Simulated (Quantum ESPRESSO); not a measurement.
Mo5RuGaIn, one run as intended and one with a planted mistake

Simulated, not a measurement. The program is pw.x of Quantum ESPRESSO 7.5 (plane-wave density functional theory). The cell is made up: eight metal atoms on a face-centred cubic lattice, with elements, volume, strain and displacements drawn at random and not relaxed, so it may be unstable or far from any real phase. PseudoDojo standard norm-conserving files set the functional (PBE unless stated); there is no spin polarisation or spin-orbit coupling, the Fermi-Dirac width of 0.25 eV means electrons at about 2900 K, and the masses in the input are unused placeholders. A spin test at this wide smearing found no moment, but such smearing suppresses magnetism that the real alloy may have.

Intended input:

```
&control calculation='scf', pseudo_dir='./dojo.nc.sr.pbe.v0_5.standard.upf', outdir='./o', disk_io='minimal', tprnfor=.true., tstress=.true. /
&system ibrav=0, nat=8, ntyp=4, nbnd=73, ecutwfc=84.00895049, nosym=.true., tot_charge=0,
 occupations='smearing', smearing='fd', degauss=0.0183746611
/
&electrons conv_thr=1.470e-08, electron_maxstep=70, mixing_beta=0.5 /
ATOMIC_SPECIES
Ga 1.0 Ga.upf
In 1.0 In.upf
Mo 1.0 Mo.upf
Ru 1.0 Ru.upf
CELL_PARAMETERS angstrom
0.0 4.0584 4.0584
4.0584 0.0 4.0584
4.0584 4.0584 0.0
ATOMIC_POSITIONS angstrom
Mo -0.0987 0.103 0.0727
Ru 1.8958 2.1221 -0.0638
Mo 2.0874 -0.0168 2.1081
Mo 4.0877 1.9746 1.9952
Ga -0.0801 1.8421 2.0476
Mo 2.0046 4.1565 2.0169
Mo 2.1458 2.0436 4.0324
In 3.9139 4.089 3.9302
K_POINTS automatic
5 5 5 1 1 1
```

The log is shortened where brackets say so; the opening notice, blank lines, dates and the lines on written files are dropped, and the path of the files is cut. It prints rydbergs, bohrs and kilobars, and counts compression as positive stress. Its total energy is the free energy E - TS of the whole cell.

Log of the intended run:

```
     Program PWSCF v.7.5
     Parallel version (MPI & OpenMP), running on       4 processor cores
     Number of MPI processes:                 4
     Threads/MPI process:                     1
     [start-up lines left out]
     bravais-lattice index     =            0
     lattice parameter (alat)  =      10.8460  a.u.
     unit-cell volume          =     902.1757 (a.u.)^3
     number of atoms/cell      =            8
     number of atomic types    =            4
     number of electrons       =       112.00
     number of Kohn-Sham states=           73
     kinetic-energy cutoff     =      84.0090  Ry
     charge density cutoff     =     336.0358  Ry
     scf convergence threshold =      1.5E-08
     mixing beta               =       0.5000
     number of iterations used =            8  plain     mixing
     Exchange-correlation= PBE
                           (   1   4   3   4   0   0   0)
     [axes and pseudopotential details left out]
   Cartesian axes
     site n.     atom                  positions (alat units)
         1        Mo     tau(   1) = (  -0.0171968   0.0179460   0.0126667  )
         2        Ru     tau(   2) = (   0.3303107   0.3697396  -0.0111161  )
         3        Mo     tau(   3) = (   0.3636937  -0.0029271   0.3673004  )
         4        Mo     tau(   4) = (   0.7122118   0.3440403   0.3476295  )
         5        Ga     tau(   5) = (  -0.0139561   0.3209544   0.3567593  )
         6        Mo     tau(   6) = (   0.3492673   0.7241990   0.3514103  )
         7        Mo     tau(   7) = (   0.3738689   0.3560623   0.7025767  )
         8        In     tau(   8) = (   0.6819301   0.7124383   0.6847701  )
     number of k points=    63  Fermi-Dirac smearing, width (Ry)=  0.0184
                       cart. coord. in units 2pi/alat
        k(    1) = (   0.0707107   0.0707107   0.0707107), wk =   0.0320000
        k(    2) = (   0.2121320   0.2121320  -0.0707107), wk =   0.0320000
     [further k points left out]
     Dense  grid:    93729 G-vectors     FFT dimensions: (  64,  64,  64)
     Estimated max dynamical RAM per process >     372.76 MB
     Estimated total dynamical RAM >       1.39 GB
     Initial potential from superposition of free atoms
     starting charge     111.9855, renormalised to     112.0000
     Starting wfcs are   78 randomized atomic wfcs
     total cpu time spent up to now is        7.9 secs
     per-process dynamical memory:   298.3 Mb
     Self-consistent Calculation
     iteration #  1     ecut=    84.01 Ry     beta= 0.50
     Davidson diagonalization with overlap
     ethr =  1.00E-02,  avg # of iterations =  4.0
     Threshold (ethr) on eigenvalues was too large:
     Diagonalizing with lowered threshold
     Davidson diagonalization with overlap
     ethr =  6.66E-04,  avg # of iterations =  2.2
     total cpu time spent up to now is       41.1 secs
     total energy              =   -1190.45458063 Ry
     estimated scf accuracy    <       0.82013242 Ry
     iteration #  2     ecut=    84.01 Ry     beta= 0.50
     Davidson diagonalization with overlap
     ethr =  7.32E-04,  avg # of iterations =  2.1
     total cpu time spent up to now is       58.1 secs
     total energy              =   -1190.36754481 Ry
     estimated scf accuracy    <       0.79125119 Ry
     [iterations 3 to 13 left out]
     iteration # 14     ecut=    84.01 Ry     beta= 0.50
     Davidson diagonalization with overlap
     ethr =  1.21E-09,  avg # of iterations =  1.4
     total cpu time spent up to now is      242.2 secs
     total energy              =   -1190.61722119 Ry
     estimated scf accuracy    <       0.00000037 Ry
     iteration # 15     ecut=    84.01 Ry     beta= 0.50
     Davidson diagonalization with overlap
     ethr =  3.27E-10,  avg # of iterations =  1.2
     total cpu time spent up to now is      256.2 secs
     End of self-consistent calculation
     [lines on levels left out]
!    total energy              =   -1190.61722122 Ry
     estimated scf accuracy    <          7.8E-09 Ry
     smearing contrib. (-TS)   =      -0.13183476 Ry
     internal energy E=F+TS    =   -1190.48538646 Ry
     The total energy is F=E-TS. E is the sum of the following terms:
     one-electron contribution =    -229.05602685 Ry
     hartree contribution      =     191.83320327 Ry
     xc contribution           =    -219.13200568 Ry
     ewald contribution        =    -934.13055721 Ry
     convergence has been achieved in  15 iterations
     Forces acting on atoms (cartesian axes, Ry/au):
     atom    1 type  3   force =     0.02553090   -0.05191493   -0.01671709
     atom    2 type  4   force =     0.01756808   -0.00576956    0.02085465
     atom    3 type  3   force =     0.00628783    0.00472141   -0.01743899
     atom    4 type  3   force =    -0.00859191    0.01120813   -0.01733618
     atom    5 type  1   force =     0.03786756    0.08053408    0.00231162
     atom    6 type  3   force =    -0.06645773   -0.04061675   -0.02448233
     atom    7 type  3   force =    -0.06417312   -0.01262254   -0.01585636
     atom    8 type  2   force =     0.05196839    0.01446016    0.06866468
     Total force =     0.178923     Total SCF correction =     0.000145
     Computing stress (Cartesian axis) and pressure
          total   stress  (Ry/bohr**3)                   (kbar)     P=      -25.93
  -0.00028180   0.00016625   0.00009671          -41.45       24.46       14.23
   0.00016625  -0.00014624  -0.00016360           24.46      -21.51      -24.07
   0.00009671  -0.00016360  -0.00010076           14.23      -24.07      -14.82
     init_run     :      7.38s CPU      7.63s WALL (       1 calls)
     electrons    :    244.59s CPU    248.30s WALL (       1 calls)
     forces       :      1.88s CPU      1.88s WALL (       1 calls)
     stress       :      6.34s CPU      6.34s WALL (       1 calls)
     [timing details left out]
     PWSCF        :   4m20.43s CPU   4m24.41s WALL
     JOB DONE.
```

A second run has one planted mistake: one atom is of a wrong element. The input lines that differ:

```
- In 1.0 In.upf
+ V 1.0 V.upf
- In 3.9139 4.089 3.9302
+ V 3.9139 4.089 3.9302
```

Its log:

```
     Program PWSCF v.7.5
     Parallel version (MPI & OpenMP), running on       4 processor cores
     Number of MPI processes:                 4
     Threads/MPI process:                     1
     [start-up lines left out]
     bravais-lattice index     =            0
     lattice parameter (alat)  =      10.8460  a.u.
     unit-cell volume          =     902.1757 (a.u.)^3
     number of atoms/cell      =            8
     number of atomic types    =            4
     number of electrons       =       112.00
     number of Kohn-Sham states=           73
     kinetic-energy cutoff     =      84.0090  Ry
     charge density cutoff     =     336.0358  Ry
     scf convergence threshold =      1.5E-08
     mixing beta               =       0.5000
     number of iterations used =            8  plain     mixing
     Exchange-correlation= PBE
                           (   1   4   3   4   0   0   0)
     [axes and pseudopotential details left out]
   Cartesian axes
     site n.     atom                  positions (alat units)
         1        Mo     tau(   1) = (  -0.0171968   0.0179460   0.0126667  )
         2        Ru     tau(   2) = (   0.3303107   0.3697396  -0.0111161  )
         3        Mo     tau(   3) = (   0.3636937  -0.0029271   0.3673004  )
         4        Mo     tau(   4) = (   0.7122118   0.3440403   0.3476295  )
         5        Ga     tau(   5) = (  -0.0139561   0.3209544   0.3567593  )
         6        Mo     tau(   6) = (   0.3492673   0.7241990   0.3514103  )
         7        Mo     tau(   7) = (   0.3738689   0.3560623   0.7025767  )
         8        V      tau(   8) = (   0.6819301   0.7124383   0.6847701  )
     number of k points=    63  Fermi-Dirac smearing, width (Ry)=  0.0184
                       cart. coord. in units 2pi/alat
        k(    1) = (   0.0707107   0.0707107   0.0707107), wk =   0.0320000
        k(    2) = (   0.2121320   0.2121320  -0.0707107), wk =   0.0320000
     [further k points left out]
     Dense  grid:    93729 G-vectors     FFT dimensions: (  64,  64,  64)
     Estimated max dynamical RAM per process >     372.76 MB
     Estimated total dynamical RAM >       1.39 GB
     Initial potential from superposition of free atoms
     starting charge     111.9883, renormalised to     112.0000
     Starting wfcs are   79 randomized atomic wfcs
     total cpu time spent up to now is        8.1 secs
     per-process dynamical memory:   298.3 Mb
     Self-consistent Calculation
     iteration #  1     ecut=    84.01 Ry     beta= 0.50
     Davidson diagonalization with overlap
     ethr =  1.00E-02,  avg # of iterations =  2.4
     total cpu time spent up to now is       26.3 secs
     total energy              =   -1203.08152600 Ry
     estimated scf accuracy    <       3.98094676 Ry
     iteration #  2     ecut=    84.01 Ry     beta= 0.50
     Davidson diagonalization with overlap
     ethr =  3.55E-03,  avg # of iterations =  6.9
     total cpu time spent up to now is       46.8 secs
     total energy              =   -1204.86940026 Ry
     estimated scf accuracy    <      16.54790659 Ry
     [iterations 3 to 23 left out]
     iteration # 24     ecut=    84.01 Ry     beta= 0.50
     Davidson diagonalization with overlap
     ethr =  5.86E-11,  avg # of iterations =  1.0
     total cpu time spent up to now is      379.0 secs
     total energy              =   -1205.38665607 Ry
     estimated scf accuracy    <       0.00000002 Ry
     iteration # 25     ecut=    84.01 Ry     beta= 0.50
     Davidson diagonalization with overlap
     ethr =  2.14E-11,  avg # of iterations =  1.0
     total cpu time spent up to now is      392.2 secs
     End of self-consistent calculation
     [lines on levels left out]
!    total energy              =   -1205.38665606 Ry
     estimated scf accuracy    <          4.8E-09 Ry
     smearing contrib. (-TS)   =      -0.14868269 Ry
     internal energy E=F+TS    =   -1205.23797337 Ry
     The total energy is F=E-TS. E is the sum of the following terms:
     one-electron contribution =    -273.21260723 Ry
     hartree contribution      =     203.58000811 Ry
     xc contribution           =    -201.47481704 Ry
     ewald contribution        =    -934.13055721 Ry
     convergence has been achieved in  25 iterations
     Forces acting on atoms (cartesian axes, Ry/au):
     atom    1 type  2   force =     0.02763486   -0.05105291   -0.01619994
     atom    2 type  3   force =     0.01494970    0.00003084    0.02616148
     atom    3 type  2   force =    -0.00707759    0.00560873   -0.01419383
     atom    4 type  2   force =    -0.01237570    0.01225333   -0.03070723
     atom    5 type  1   force =     0.03956786    0.07224889    0.01753126
     atom    6 type  2   force =    -0.03434685   -0.04827350    0.00153217
     atom    7 type  2   force =    -0.04242660    0.01932066   -0.01386327
     atom    8 type  4   force =     0.01407432   -0.01013604    0.02973935
     Total force =     0.142217     Total SCF correction =     0.000110
     Computing stress (Cartesian axis) and pressure
          total   stress  (Ry/bohr**3)                   (kbar)     P=     -121.11
  -0.00093346   0.00007053   0.00003781         -137.32       10.38        5.56
   0.00007053  -0.00072998  -0.00003237           10.38     -107.38       -4.76
   0.00003781  -0.00003237  -0.00080649            5.56       -4.76     -118.64
     init_run     :      7.57s CPU      7.81s WALL (       1 calls)
     electrons    :    377.63s CPU    384.14s WALL (       1 calls)
     forces       :      1.85s CPU      1.85s WALL (       1 calls)
     stress       :      6.21s CPU      6.22s WALL (       1 calls)
     [timing details left out]
     PWSCF        :   6m33.54s CPU   6m40.31s WALL
     JOB DONE.
```

|  | intended run | run with the mistake |
| --- | --- | --- |
| free energy (eV) | -16199.173 | -16400.121 |
| entropy term -TS, part of it (eV) | -1.794 | -2.023 |
| pressure (GPa) | -2.59 | -12.11 |
| size of the largest force component (eV/Å) | 2.071 | 1.858 |
| largest change of a force component (eV/Å) |  | 1.001 |
| iterations | 15 | 25 |

For scale, a rerun of the intended cell at a higher cutoff and on a denser mesh moved values by no more than 0.004 eV in energy, 0.06 GPa in stress and 0.006 eV/Å in force, and a second program with other atomic files agreed on that cell to 2 % rms in force and 0.5 GPa in pressure. Files of another functional or element have another zero of energy, so the energy change says nothing on stability.